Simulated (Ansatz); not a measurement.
An Ansatz (a quantum-chemistry and plane-wave program) run. Input:

Ansatz 0.2 input:
```yaml
crystal:
  lattice:
    - [3.552895293, 0.0, 0.0]
    - [0.0, 3.552895293, 0.0]
    - [0.0, 0.0, 8.1636797535]
  atoms:
    - { symbol: Hf, position: [0.0, 0.5, 0.7433284953] }
    - { symbol: Hf, position: [0.5, 0.0, 0.2566715047] }
    - { symbol: Si, position: [0.0, 0.0, 0.0] }
    - { symbol: Si, position: [0.5, 0.5, 0.0] }
    - { symbol: Se, position: [0.5, 0.0, 0.6201397327] }
    - { symbol: Se, position: [0.0, 0.5, 0.3798602673] }
kpoints:
  mp_grid: { grid: [12, 12, 5] }
hamiltonian:
  xc: lda
  pseudopotentials: { kind: paw }
scf:
  occupations: { method: fermi_dirac, width: 0.1 }
phonons:
  method: dfpt
  response_accuracy: low
  eigenvectors: true
  rigid_motions: translations
```

Output (shortened):

```
Pseudopotential: Hf, paw, valence charge 26
Pseudopotential: Si, paw, valence charge 4
Pseudopotential: Se, paw, valence charge 16
Functional definition: SPW92
Crystal: 6 atoms, lattice volume = 103.051 Å³
Basis set: ecut = 420 eV, 1975 PW (Γ), exchange–correlation on 48×48×120 points (8 copies of the dense FFT grid, shifted against one another)
Bands: 56, of which v1, the nominal top of the filled ones, is band 46 counted from 1 (45 counted from 0)
Symmetry: 16 space group operations
k-points: 147 of 720 (irreducible under 4 space group operations, time reversal used)
SCF iter   1: F=—  HF=-42944.179671 eV  |F-HF|=—  |Δ(HF+E_count)|=         —  Δρ=7.11e-3  dr2=1.32e-1  ethr=1.77e-3  ⟨swp⟩=5.5  Hψ=27814  notcnv=0
preconditioner: auto → Kerker (q_TF=auto, 2.677 Å⁻¹)
SCF iter   2: F=—  HF=-42944.164283 eV  |F-HF|=—  |Δ(HF+E_count)|=   1.54e-2  Δρ=4.17e-3  dr2=4.80e-2  ethr=1.43e-4  ⟨swp⟩=1.0  Hψ=9555  notcnv=0
SCF iter   3: F=—  HF=-42944.159497 eV  |F-HF|=—  |Δ(HF+E_count)|=   4.79e-3  Δρ=1.48e-3  dr2=8.69e-3  ethr=5.22e-5  ⟨swp⟩=2.0  Hψ=11825  notcnv=0
SCF iter   4: F=—  HF=-42944.156021 eV  |F-HF|=—  |Δ(HF+E_count)|=   3.48e-3  Δρ=6.93e-4  dr2=2.44e-3  ethr=9.45e-6  ⟨swp⟩=2.1  Hψ=13344  notcnv=0
SCF iter   5: F=—  HF=-42944.155629 eV  |F-HF|=—  |Δ(HF+E_count)|=   3.92e-4  Δρ=2.77e-4  dr2=3.22e-4  ethr=2.65e-6  ⟨swp⟩=2.1  Hψ=9493  notcnv=0
SCF iter   6: F=—  HF=-42944.155555 eV  |F-HF|=—  |Δ(HF+E_count)|=   7.35e-5  Δρ=1.22e-4  dr2=2.81e-5  ethr=3.50e-7  ⟨swp⟩=2.0  Hψ=14487  notcnv=0
SCF iter   7: F=—  HF=-42944.155549 eV  |F-HF|=—  |Δ(HF+E_count)|=   5.95e-6  Δρ=4.39e-5  dr2=1.33e-5  ethr=3.05e-8  ⟨swp⟩=2.0  Hψ=14800  notcnv=0
SCF iter   8: F=—  HF=-42944.155544 eV  |F-HF|=—  |Δ(HF+E_count)|=   4.93e-6  Δρ=1.32e-5  dr2=2.42e-7  ethr=1.45e-8  ⟨swp⟩=2.7  Hψ=11728  notcnv=0
SCF iter  12: F=-42944.155545 eV  HF=-42944.155545 eV  |F-HF|=7.28e-12  |Δ(HF+E_count)|=  7.28e-12  Δρ=5.13e-8  dr2=2.80e-12  ethr=1.00e-12  ⟨swp⟩=9.3  Hψ=42224  notcnv=0
SCF 1 converged in 12 iterations: F = -42944.155545 eV  dr2 = 2.80e-12
DFPT response loops at Γ: preconditioner auto → Kerker (q_TF=auto, 2.677 Å⁻¹) (partly filled bands, converged f_vac=0.000) …
SCF converged after 12 iterations
Free energy (F): -42944.155545 eV
Harris-Foulkes:  -42944.155545 eV  (|F-HF|=7.28e-12)
Internal energy: -42944.119750 eV  (E = F + TS)
E sigma→0 (E₀):  -42944.137648 eV
Entropy (-TS):   -0.035796 eV (-5.966 meV/atom)
Fermi energy:    16.405051 eV
--- Per-component energies (eV) ---
  E_band       = -597.088872
  E_kinetic    = 1179.791235
  E_local      = -17228.632429  (includes V_loc(G=0)·N_el)
  E_nonlocal   = -3591.027200
  E_hartree    = 8310.661913
  E_xc         = -919.219738
  E_vxc        = -834.238080  (∫ρ·V_xc dr)
  E_paw        = -17995.649709  (= ΣΔE_a)
  E_vpaw       = 3255.694998  (= ΣTr[D̂ρ^β])
  E_aug_tail   = -0.001168  (compensation charges beyond the density's cutoff)
  E_ewald      = -12709.560526
  E_core_change = 9.517871  (= ΣΔE_core)
  E_smearing   = -0.035796  (= −TS)
  E_closure    = 0.000000  (closes the sum)
  Σ components = -42944.155545   (vs F -42944.155545, Δ=0.00e0)
  [band-id]    e_kinetic+e_local+e_nonlocal+2·e_hartree+e_vxc+e_vpaw+e_augmentation_tail = -597.088816   (vs E_band -597.088872, Δ=5.67e-5)
--- Band table (eV; the first three rows and the last of 147) ---
  k-point 0: bands = ["-45.9902", "-45.9900", "-32.1504", "-32.1474", "-32.1412", "-32.1395", "-32.1347", "-32.1347", "-32.1312", "-32.1310", "-32.1310", "-32.1290", "-14.7326", "-14.7036", "-14.6617", "-14.6617", "-14.6590", "-14.6590", "0.7139", "2.4202", …
  k-point 1: bands = ["-45.9902", "-45.9901", "-32.1504", "-32.1474", "-32.1412", "-32.1395", "-32.1347", "-32.1347", "-32.1312", "-32.1310", "-32.1310", "-32.1290", "-14.7300", "-14.7062", "-14.6615", "-14.6615", "-14.6592", "-14.6592", "0.7345", "2.3683", …
  k-point 2: bands = ["-45.9902", "-45.9901", "-32.1504", "-32.1474", "-32.1412", "-32.1395", "-32.1347", "-32.1347", "-32.1312", "-32.1310", "-32.1310", "-32.1290", "-14.7236", "-14.7127", "-14.6610", "-14.6610", "-14.6597", "-14.6597", "0.7699", "2.2848", …
  k-point 146: bands = ["-45.9811", "-45.9811", "-32.1494", "-32.1494", "-32.1378", "-32.1378", "-32.1356", "-32.1356", "-32.1309", "-32.1309", "-32.1292", "-32.1292", "-14.8025", "-14.8025", "-14.8005", "-14.8005", "-14.6752", "-14.6752", "2.5788", "2.5788", …
--- Phonons (Γ-DFPT): 6 representative perturbations + reference, on 147 of 720 k-points (Σ response iterations 20) ---
  ASR residual: 8.253e-4 → 0.000e0 eV/Å²; symmetrization residual: 1.860e-5 eV/Å²
  ASR residual per site (eV/Å²): 7.76e-5 7.76e-5 8.25e-4 8.25e-4 5.68e-4 5.68e-4
  Γ frequencies (cm⁻¹): 0.00 0.00 0.00 98.93 98.93 141.47 176.04 176.04 178.75 199.39 213.10 213.10 219.30 219.30 322.68 334.94 334.94 336.57
  non-analytic LO–TO correction: not included (Born effective charges unavailable; polar crystals: no LO–TO splitting at Γ)
```

Cost: very roughly 8 core-minutes on shared cores.

Space group P4/nmm. The workflow started from a Materials Project entry (that database holds measured and hypothetical structures alike); the Crystallography Open Database files this formula in space group No. 129, but the cells were not matched. Whether it is the stable phase at ambient conditions was not checked. Symmetry was held in the LDA relaxation; of distortions, only those at the zone centre were tested. The run is not spin-polarised. As this level gives no gap, phonon frequencies hold no LO–TO term and depend on the k-mesh and smearing (Fermi–Dirac, 0.1 eV here). Scalar-relativistic: spin–orbit coupling is off unless named, which matters more the heavier the elements.

Potentials: the later of the program's two PAW sets.

Ansatz is a plane-wave DFT program.
